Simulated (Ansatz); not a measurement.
SiC (zinc blende)

Space group F-43m (No. 216); a = 4.380 Å, b = 4.380 Å, c = 4.380 Å, α = 90.00°, β = 90.00°, γ = 90.00°

| atom | site | symmetry | x | y | z |
|---|---|---|---|---|---|
| C | 4c | -43m | 0.2500 | 0.2500 | 0.2500 |
| Si | 4a | -43m | 0.0000 | 0.0000 | 0.0000 |
(The calculation used a cell of 2 atoms; values per cell refer to that cell.)

Equation-of-state scan: isotropic scaling of the cell above, V₀ being its volume. Symmetry pins the atoms to their sites.

The numbers are results of PBE (plane waves to 420 eV, PAW, scalar-relativistic; Ansatz, a quantum-chemistry and plane-wave program), not measurements. k mesh 13×13×13 (Γ-centred), Fermi-Dirac smearing 0.05 eV. Energies are smeared free energies. SiC was relaxed with its symmetry unable to fall. The PAW data are Ansatz's earlier set. ΔE is measured from the relaxed starting cell.

```json
[
 {"V (Å³/atom)": "9.871", "ΔE (eV/atom)": "[?]"},
 {"V (Å³/atom)": "9.997", "ΔE (eV/atom)": "[?]"},
 {"V (Å³/atom)": "10.123", "ΔE (eV/atom)": "0.0096"},
 {"V (Å³/atom)": "10.249", "ΔE (eV/atom)": "0.0042"},
 {"V (Å³/atom)": "10.375", "ΔE (eV/atom)": "0.0010"},
 {"V (Å³/atom)": "10.501", "ΔE (eV/atom)": "0.0000"},
 {"V (Å³/atom)": "10.628", "ΔE (eV/atom)": "0.0010"},
 {"V (Å³/atom)": "10.754", "ΔE (eV/atom)": "0.0039"},
 {"V (Å³/atom)": "10.880", "ΔE (eV/atom)": "[?]"},
 {"V (Å³/atom)": "11.006", "ΔE (eV/atom)": "0.0149"},
 {"V (Å³/atom)": "11.132", "ΔE (eV/atom)": "[?]"}
]
```

**Question.** Fill in the missing entries.

**Answer.** 
- 9.871, ΔE (eV/atom): 0.0278
- 9.997, ΔE (eV/atom): 0.0174
- 10.880, ΔE (eV/atom): 0.0085
- 11.132, ΔE (eV/atom): 0.0228

(Under strain, the slope of the energy per volume gives the stress and its curvature an elastic modulus.)
